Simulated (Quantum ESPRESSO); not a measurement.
# Band energies of LaAlO₃

```
CELL_PARAMETERS angstrom
      3.78295     0.00000     0.00000
      0.00000     3.78295     0.00000
      0.00000     0.00000     3.78295
ATOMIC_POSITIONS crystal
  O  0.00000 0.50000 0.00000
  O  0.50000 0.00000 0.00000
  O  0.00000 0.00000 0.50000
  Al 0.00000 0.00000 0.00000
  La 0.50000 0.50000 0.50000
```

PBEsol (Quantum ESPRESSO, PseudoDojo norm-conserving, 110 Ry, no spin-orbit coupling); path ΓXMΓRX,MR; energies in eV from the valence-band maximum.

| k (1/Å) | point | band 12 | band 13 | band 14 | band 15 | band 16 | band 17 | band 18 | band 19 |
|---|---|---|---|---|---|---|---|---|---|
| 0.00 | Γ | -1.46 | -1.46 | -0.11 | -0.11 | -0.11 | 3.44 | 3.44 | 4.67 |
| 0.21 |  | -1.57 | -1.57 | -0.43 | -0.22 | -0.22 | 3.67 | 3.76 | 4.63 |
| 0.42 |  | -1.74 | -1.74 | -1.21 | -0.51 | -0.51 | 4.11 | 4.34 | 4.56 |
| 0.83 | X | -2.51 | -1.67 | -1.67 | -1.08 | -1.08 | 4.36 | 4.49 | 4.68 |
| 1.04 |  | -2.44 | -1.85 | -1.28 | -1.20 | -1.07 | 4.36 | 4.52 | 4.68 |
| 1.45 |  | -2.40 | -1.94 | -1.49 | -1.13 | -0.18 | 4.38 | 4.42 | 4.66 |
| 1.66 | M | -2.78 | -1.49 | -1.30 | -1.30 | -0.02 | 4.38 | 4.38 | 4.68 |
| 2.00 |  | -2.29 | -1.90 | -1.81 | -1.10 | -0.23 | 4.38 | 4.43 | 4.64 |
| 2.16 |  | -2.34 | -1.97 | -1.31 | -1.25 | -0.23 | 4.35 | 4.42 | 4.66 |
| 2.50 |  | -1.76 | -1.46 | -1.05 | -0.41 | -0.14 | 4.00 | 4.01 | 4.62 |
| 2.67 |  | -1.54 | -1.47 | -0.39 | -0.18 | -0.12 | 3.62 | 3.63 | 4.70 |
| 2.84 | Γ | -1.46 | -1.46 | -0.11 | -0.11 | -0.11 | 3.44 | 3.44 | 4.67 |
| 3.00 |  | -1.62 | -1.42 | -0.38 | -0.13 | -0.13 | 3.61 | 3.61 | 4.76 |
| 3.15 |  | -1.98 | -1.31 | -1.08 | -0.21 | -0.21 | 3.95 | 3.95 | 4.62 |
| 3.47 |  | -2.55 | -2.55 | -0.91 | -0.41 | -0.41 | 4.35 | 4.35 | 4.62 |
| 3.63 |  | -2.62 | -2.62 | -0.65 | -0.48 | -0.48 | 4.42 | 4.42 | 4.61 |
| 3.95 |  | -1.83 | -1.83 | -0.35 | -0.35 | -0.19 | 4.50 | 4.50 | 4.58 |
| 4.11 |  | -1.54 | -1.54 | -0.12 | -0.12 | -0.05 | 4.52 | 4.52 | 4.54 |
| 4.27 | R | -1.45 | -1.45 | 0.00 | 0.00 | 0.00 | 4.53 | 4.53 | 4.53 |
| 4.44 |  | -1.59 | -1.50 | -0.16 | -0.13 | -0.04 | 4.52 | 4.52 | 4.55 |
| 4.61 |  | -2.05 | -1.63 | -0.46 | -0.40 | -0.18 | 4.48 | 4.50 | 4.57 |
| 4.94 |  | -2.70 | -1.78 | -0.98 | -0.87 | -0.79 | 4.41 | 4.53 | 4.63 |
| 5.11 |  | -2.74 | -1.53 | -1.25 | -1.18 | -0.99 | 4.38 | 4.60 | 4.62 |
| 5.45 | X | -2.51 | -1.67 | -1.67 | -1.08 | -1.08 | 4.36 | 4.49 | 4.70 |
| 5.45 | M | -2.78 | -1.49 | -1.30 | -1.30 | -0.02 | 4.38 | 4.38 | 4.68 |
| 5.78 |  | -2.60 | -1.48 | -0.95 | -0.95 | -0.02 | 4.43 | 4.43 | 4.67 |
| 5.95 |  | -2.09 | -1.47 | -0.55 | -0.55 | -0.01 | 4.48 | 4.48 | 4.59 |
| 6.28 | R | -1.45 | -1.45 | 0.00 | 0.00 | 0.00 | 4.53 | 4.53 | 4.53 |

The PBEsol gap is indirect, 3.44 eV, from R to Γ; the smallest direct gap is 3.55 eV.

The 4f states are in the valence at their DFT position. The cell is held in this high symmetry; tilts and polar distortions were not searched.

Geometry of the Materials Project entry, not relaxed at this level.

This is not the ordinary phase of the substance.
